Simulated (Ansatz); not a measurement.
A relaxed structure of Bi2Te3 is spoiled in several ways and relaxed again each time (noise and exchanges are one random draw each; squeezed and stretched starts keep its symmetry, which their runs cannot lower; pressure is positive under compression). These are PBE (plane waves to 420 eV, PAW, scalar-relativistic; Ansatz, an electronic-structure program) values and carry that method's errors.

```cif
data_Bi6Te9
_chemical_formula_sum 'Bi6 Te9'
_space_group_name_H-M_alt 'R-3m :H'
_space_group_IT_number 166
_space_group_name_Hall '-R 3 2"'
_cell_length_a 4.44919
_cell_length_b 4.44919
_cell_length_c 32.02639
_cell_angle_alpha 90.000
_cell_angle_beta 90.000
_cell_angle_gamma 120.000
loop_
_atom_site_label
_atom_site_type_symbol
_atom_site_symmetry_multiplicity
_atom_site_Wyckoff_symbol
_atom_site_fract_x
_atom_site_fract_y
_atom_site_fract_z
_atom_site_occupancy
Bi1 Bi 6 c 0.00000 0.00000 0.39746 1
Te1 Te 3 a 0.00000 0.00000 0.00000 1
Te2 Te 6 c 0.00000 0.00000 0.21555 1
```
(The calculation used a cell of 5 atoms; values per cell refer to that cell.)

```csv
change,first pressure (GPa),largest first force (eV/Å),released (eV/atom),moves,outcome,final group,E − E(parent) (eV/atom)
with one Bi and one Te atom exchanged in a cell of 5 atoms,-1,1.3,0.07,11,trapped higher,R-3m,+0.25
with every coordinate shifted by Gaussian noise of σ = 0.1 Å,2.3,2.06,0.08,8,returns to the parent,C2/m (nearly R-3m),0.000
squeezed uniformly to 70 % of its volume,35.0,4.03,0.87,16,returns to the parent,R-3m,0.000
```

The exchanged pair stays exchanged: it costs 1.3 eV for the cell of 5 atoms (one exchange in a very small cell, not a dilute defect).

First-step values come from each run's starting, coarser k-mesh (6×6×6, 7×7×7). Each cell has its own k-point mesh; energy differences are given only to the digits this allows. No spin polarisation in the result.
